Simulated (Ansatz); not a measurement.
The relaxed structure here is a generated cell of ReS2: the first start was made by placing the elements on the sites of a structure type, and the end was not matched to a known phase here, so it may be hypothetical.

Relaxation of a generated cell, ReS2 built in the AFLOW prototype AB2_oC24_41_2a_2b (C_e, as in Sn2Pd); 12 atoms in the cell, which starts as Aea2 (No. 41), oS24; a = b = 6.148 Å, c = 11.537 Å, α = β = γ = 90.00°. The numbers are results of r2SCAN (plane waves to 500 eV, PAW, scalar-relativistic; Ansatz, a program for electronic structure), not measurements. Γ-centred k-mesh 3×4×4 on the run's cell (coarser than for final values), Fermi–Dirac smearing 0.05 eV. This is the first round of the run. 

The optimiser's lines from the output (shortened; P is positive under compression):

```
relax step   1: F+E_penalty+E_count = -50765.77250348 eV  Δ(F+E_penalty+E_count) = +0.000e0 eV  max|allowed force component| = 8.997e-1 eV/Å  Δτ_max = 0.0000 Å  P = -18.262 GPa  Ω = 218.058 Å³  (9 SCF iters, dr2 threshold 1.00e-7 eV, accepted)
relax step   2: F+E_penalty+E_count = -50768.21894221 eV  Δ(F+E_penalty+E_count) = -2.446e0 eV  max|allowed force component| = 7.287e-1 eV/Å  Δτ_max = 0.0776 Å  P = -3.079 GPa  Ω = 190.915 Å³  (8 SCF iters, dr2 threshold 1.20e-6 eV, accepted)
relax step   3: F+E_penalty+E_count = -50768.29345351 eV  Δ(F+E_penalty+E_count) = -7.451e-2 eV  max|allowed force component| = 3.408e-1 eV/Å  Δτ_max = 0.0846 Å  P = +1.654 GPa  Ω = 184.735 Å³  (9 SCF iters, dr2 threshold 1.20e-6 eV, accepted)
relax step   4: F+E_penalty+E_count = -50768.40765182 eV  Δ(F+E_penalty+E_count) = -1.142e-1 eV  max|allowed force component| = 1.078e-1 eV/Å  Δτ_max = 0.0423 Å  P = +0.066 GPa  Ω = 186.657 Å³  (7 SCF iters, dr2 threshold 1.20e-6 eV, accepted)
relax step   5: F+E_penalty+E_count = -50768.41513186 eV  Δ(F+E_penalty+E_count) = -7.480e-3 eV  max|allowed force component| = 3.486e-2 eV/Å  Δτ_max = 0.0122 Å  P = -0.109 GPa  Ω = 186.941 Å³  (6 SCF iters, dr2 threshold 1.20e-6 eV, accepted)
relax step   6: F+E_penalty+E_count = -50768.41567566 eV  Δ(F+E_penalty+E_count) = -5.438e-4 eV  max|allowed force component| = 2.051e-2 eV/Å  Δτ_max = 0.0044 Å  P = +0.002 GPa  Ω = 186.875 Å³  (6 SCF iters, dr2 threshold 7.61e-8 eV, accepted)
relax step   7: F+E_penalty+E_count = -50768.41719200 eV  Δ(F+E_penalty+E_count) = -1.516e-3 eV  max|allowed force component| = 6.844e-2 eV/Å  Δτ_max = 0.0164 Å  P = +0.208 GPa  Ω = 186.834 Å³  (8 SCF iters, dr2 threshold 2.63e-8 eV, accepted)
relax step   8: F+E_penalty+E_count = -50768.42058087 eV  Δ(F+E_penalty+E_count) = -3.389e-3 eV  max|allowed force component| = 6.293e-2 eV/Å  Δτ_max = 0.0178 Å  P = -0.328 GPa  Ω = 187.544 Å³  (7 SCF iters, dr2 threshold 2.93e-7 eV, accepted)
relax step   9: F+E_penalty+E_count = -50768.42393646 eV  Δ(F+E_penalty+E_count) = -3.356e-3 eV  max|allowed force component| = 7.556e-2 eV/Å  Δτ_max = 0.0157 Å  P = -0.497 GPa  Ω = 187.888 Å³  (6 SCF iters, dr2 threshold 6.17e-7 eV, accepted)
relax step  10: F+E_penalty+E_count = -50768.47014692 eV  Δ(F+E_penalty+E_count) = -4.621e-2 eV  max|allowed force component| = 8.259e-1 eV/Å  Δτ_max = 0.1953 Å  P = +2.030 GPa  Ω = 190.668 Å³  (8 SCF iters, dr2 threshold 1.20e-6 eV, accepted)
relax step  11: F+E_penalty+E_count = -50768.48485326 eV  Δ(F+E_penalty+E_count) = -1.471e-2 eV  max|allowed force component| = 1.748e-1 eV/Å  Δτ_max = 0.0878 Å  P = +0.745 GPa  Ω = 188.485 Å³  (7 SCF iters, dr2 threshold 1.20e-6 eV, accepted)
relax step  12: F+E_penalty+E_count = -50768.53931457 eV  Δ(F+E_penalty+E_count) = -5.446e-2 eV  max|allowed force component| = 2.362e-1 eV/Å  Δτ_max = 0.1223 Å  P = +0.279 GPa  Ω = 191.512 Å³  (8 SCF iters, dr2 threshold 1.20e-6 eV, accepted)
relax step  13: F+E_penalty+E_count = -50768.47283375 eV  Δ(F+E_penalty+E_count) = +6.648e-2 eV  max|allowed force component| = 7.881e-1 eV/Å  Δτ_max = 0.1948 Å  P = +5.994 GPa  Ω = 193.754 Å³  (9 SCF iters, dr2 threshold 1.20e-6 eV, rejected (line search))
relax step  14: F+E_penalty+E_count = -50768.58713108 eV  Δ(F+E_penalty+E_count) = -4.782e-2 eV  max|allowed force component| = 2.601e-1 eV/Å  Δτ_max = 0.0626 Å  P = +0.128 GPa  Ω = 194.194 Å³  (12 SCF iters, accepted)
relax step  15: F+E_penalty+E_count = -50768.64491268 eV  Δ(F+E_penalty+E_count) = -5.778e-2 eV  max|allowed force component| = 2.724e-1 eV/Å  Δτ_max = 0.0975 Å  P = +0.805 GPa  Ω = 198.980 Å³  (8 SCF iters, dr2 threshold 1.20e-6 eV, accepted)
relax step  16: F+E_penalty+E_count = -50768.66155362 eV  Δ(F+E_penalty+E_count) = -1.664e-2 eV  max|allowed force component| = 6.975e-2 eV/Å  Δτ_max = 0.0458 Å  P = +0.333 GPa  Ω = 201.590 Å³  (9 SCF iters, dr2 threshold 1.20e-6 eV, accepted)
relax step  17: F+E_penalty+E_count = -50768.67260077 eV  Δ(F+E_penalty+E_count) = -1.105e-2 eV  max|allowed force component| = 4.818e-1 eV/Å  Δτ_max = 0.0643 Å  P = +0.399 GPa  Ω = 205.383 Å³  (8 SCF iters, dr2 threshold 9.48e-7 eV, accepted)
relax step  18: F+E_penalty+E_count = -50768.96556690 eV  Δ(F+E_penalty+E_count) = -2.930e-1 eV  max|allowed force component| = 1.879e0 eV/Å  Δτ_max = 0.1968 Å  P = +0.790 GPa  Ω = 217.547 Å³  (9 SCF iters, dr2 threshold 1.20e-6 eV, accepted)
relax step  19: F+E_penalty+E_count = -50769.32708164 eV  Δ(F+E_penalty+E_count) = -3.615e-1 eV  max|allowed force component| = 1.412e0 eV/Å  Δτ_max = 0.1952 Å  P = +0.594 GPa  Ω = 229.385 Å³  (10 SCF iters, dr2 threshold 1.20e-6 eV, accepted)
relax step  20: F+E_penalty+E_count = -50769.13428121 eV  Δ(F+E_penalty+E_count) = +1.928e-1 eV  max|allowed force component| = 1.661e0 eV/Å  Δτ_max = 0.0939 Å  P = -2.456 GPa  Ω = 224.083 Å³  (8 SCF iters, dr2 threshold 1.20e-6 eV, rejected (line search))
relax step  21: F+E_penalty+E_count = -50769.61052180 eV  Δ(F+E_penalty+E_count) = -2.834e-1 eV  max|allowed force component| = 2.941e-1 eV/Å  Δτ_max = 0.0499 Å  P = -1.155 GPa  Ω = 226.690 Å³  (12 SCF iters, accepted)
relax step  22: F+E_penalty+E_count = -50769.80956660 eV  Δ(F+E_penalty+E_count) = -1.990e-1 eV  max|allowed force component| = 4.331e-1 eV/Å  Δτ_max = 0.1000 Å  P = -1.978 GPa  Ω = 225.300 Å³  (8 SCF iters, dr2 threshold 1.20e-6 eV, accepted)
relax step  23: F+E_penalty+E_count = -50770.10528443 eV  Δ(F+E_penalty+E_count) = -2.957e-1 eV  max|allowed force component| = 8.220e-1 eV/Å  Δτ_max = 0.0999 Å  P = -2.409 GPa  Ω = 222.740 Å³  (9 SCF iters, dr2 threshold 1.20e-6 eV, accepted)
relax step  24: F+E_penalty+E_count = -50770.38334564 eV  Δ(F+E_penalty+E_count) = -2.781e-1 eV  max|allowed force component| = 9.972e-1 eV/Å  Δτ_max = 0.1959 Å  P = +1.310 GPa  Ω = 214.988 Å³  (9 SCF iters, dr2 threshold 1.20e-6 eV, accepted)
relax step  25: F+E_penalty+E_count = -50770.51473749 eV  Δ(F+E_penalty+E_count) = -1.314e-1 eV  max|allowed force component| = 1.472e-1 eV/Å  Δτ_max = 0.1366 Å  P = +0.033 GPa  Ω = 218.586 Å³  (8 SCF iters, dr2 threshold 1.20e-6 eV, accepted)
relax step  26: F+E_penalty+E_count = -50770.52384446 eV  Δ(F+E_penalty+E_count) = -9.107e-3 eV  max|allowed force component| = 1.849e-1 eV/Å  Δτ_max = 0.0644 Å  P = +0.117 GPa  Ω = 219.555 Å³  (8 SCF iters, dr2 threshold 1.20e-6 eV, accepted)
relax step  27: F+E_penalty+E_count = -50770.52416771 eV  Δ(F+E_penalty+E_count) = -3.233e-4 eV  max|allowed force component| = 2.004e-1 eV/Å  Δτ_max = 0.0175 Å  P = +0.639 GPa  Ω = 218.555 Å³  (7 SCF iters, dr2 threshold 1.20e-6 eV, accepted)
relax step  28: F+E_penalty+E_count = -50770.52966464 eV  Δ(F+E_penalty+E_count) = -5.497e-3 eV  max|allowed force component| = 9.197e-3 eV/Å  Δτ_max = 0.0234 Å  P = -0.056 GPa  Ω = 219.478 Å³  (7 SCF iters, dr2 threshold 1.20e-6 eV, accepted)
relax step  29: F+E_penalty+E_count = -50770.52974414 eV  Δ(F+E_penalty+E_count) = -7.951e-5 eV  max|allowed force component| = 6.128e-4 eV/Å  Δτ_max = 0.0009 Å  P = +0.002 GPa  Ω = 219.406 Å³  (6 SCF iters, dr2 threshold 3.13e-8 eV, accepted)
relax step  30: F+E_penalty+E_count = -50770.53063135 eV  Δ(F+E_penalty+E_count) = -8.872e-4 eV  max|allowed force component| = 6.710e-4 eV/Å  Δτ_max = 0.0000 Å  P = +0.003 GPa  Ω = 219.406 Å³  stress off target by 7.76e-3 GPa  SCF on the basis re-selected at this cell (its energy is not comparable with the rows above)  (7 SCF iters)
```

From the first to the last row the energy changes by -0.40 eV/atom and the volume by +0.6 %. The last row is marked as not comparable with the walk above it, whose basis was carried along; it does compare with step 1, since both stand on a basis selected at the nominal cutoff for their own cell.

Steps 13, 20 were rejected by the optimiser.

Later rounds, restarted from the end of this one on a renewed k-mesh, logged 5 more steps and released under 0.01 eV/atom more. The final structure after all rounds: Fmmm (No. 69), oF24; a = 5.9274 Å, b = 6.5711 Å, c = 11.2800 Å, α = β = γ = 90.00°. Between re-selections the logged energies stand on a plane-wave basis carried along with the cell. No spin polarisation in the result.

The run could not lose the symmetry of its start: the end is stationary, and may be a saddle point rather than a minimum.
